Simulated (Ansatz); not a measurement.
Here is an unrelaxed guess for Sc4Te.

```
Sc Te
1.0
     4.92129    0.00000    0.00000
     0.00000    4.92129    0.00000
     0.00000    0.00000    4.92129
Sc Te
4 1
Direct
  0.00000 0.50000 0.50000
  0.50000 0.00000 0.50000
  0.50000 0.50000 0.00000
  0.50000 0.50000 0.50000
  0.00000 0.00000 0.00000
```

Method: Ansatz, DFT PBE, scalar-relativistic, plane waves, PAW. Cutoff 420 eV; k points 4×4×4 on the computed 5-atom cell (Γ-centred); Gaussian smearing, width 0.10 eV; no spin polarisation.

Energies over the elements count from the elements' standard structures at the same level, with no fitted energy shifts.

**Question.** What does a single point on this coarse mesh give?

**Answer.** The pressure is 5.8 GPa (it wants to expand), the largest force is 0.00 eV/Å (symmetry fixes the atoms), and the energy is +0.66 eV/atom against the elements. The shortest distance is 2.46 Å.

**Question.** Is it a good guess?

**Answer.** A fair one: relaxing gains under 0.1 eV/atom (the start's value is from the coarse mesh, so the gain is rough) in 8 ionic steps and ends at +0.59 eV/atom on the finer mesh. The symmetry stays Pm-3m (No. 221). The volume per atom grows by 17.4 %, from 23.8 to 28.0 Å³. The shortest distance goes from 2.46 Å (Sc–Sc) to 2.60 Å (Sc–Sc). Conventional cell: a = 5.192 Å. Around Sc on a site of symmetry 4/mmm lie 2 Sc at 2.60 Å, 4 Te at 3.67 Å and 8 Sc at 3.67 Å; around Sc on a site of symmetry m-3m lie 6 Sc at 2.60 Å; Te is surrounded by 12 Sc at 3.67 Å and 8 Sc at 4.50 Å.

The last run used an 8×8×8 mesh for its 5-atom cell and Gaussian smearing of 0.10 eV. These runs have no spin–orbit coupling, which can matter for Te. The reference form of Te is held partly by dispersion forces, which this level lacks. The relaxation can't lower the symmetry of the start, and the grade says only how near the guess is to its own end. A structure relaxed within its symmetry needn't be a true minimum. Another cell of Sc4Te relaxed alike but with spin, in Pm-3m, lies 0.47 eV/atom lower, so this cell isn't the stable form at this level.
